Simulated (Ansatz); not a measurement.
BP:
```xyz
4
Lattice="3.0657 0.0000 0.0000 -1.5328 2.6550 0.0000 0.0000 0.0000 5.0783" Properties=species:S:1:pos:R:3 pbc="T T T"
B      0.0000     0.0000     0.0000
B      0.0000     0.0000     2.5391
P      0.0000     1.7700     1.2696
P      1.5328     0.8850     3.8087
```

Relaxed with PBE. Special points in fractions of this cell's reciprocal vectors: Γ (0.000, 0.000, 0.000); M (0.500, 0.000, 0.000); K (0.333, 0.333, 0.000); A (0.000, 0.000, 0.500); L (0.500, 0.000, 0.500); H (0.333, 0.333, 0.500).

Question: List the band energies nearest the Fermi level at these points for the program Ansatz at the PBE level (PAW).

Answer: In eV from the Fermi level; about four levels below and three above (degenerate sets whole), none deeper than 8.9 eV; points with the same levels are listed once.

```csv
k,below,above
Γ,-1.16 -1.16,0.15 1.09 1.09
M,-7.40 -6.71 -5.91 -4.28,0.59 0.93 0.95
K,-5.19 -5.19 -4.61 -4.61 -4.37,4.51 7.55 7.55
A,-0.17 -0.17 -0.17 -0.17,3.63 3.63 3.63 3.63
L,-2.20 -2.20 -0.50 -0.50,2.79 2.79 6.54 6.54
H,-7.79 -7.79 -0.03 -0.03,0.26 0.26 2.32 2.32
```

Space group P6_3/mmc (NiAs type). A made-up cell: these elements were put on the sites of a structure type; neither database checked (COD, Materials Project) lists it. It is not the phase usual at ambient conditions (space group No. 216). Symmetry was held in the PBE relaxation; whether a distortion lowers the energy is not shown.

Potentials: the later of the program's two PAW sets.
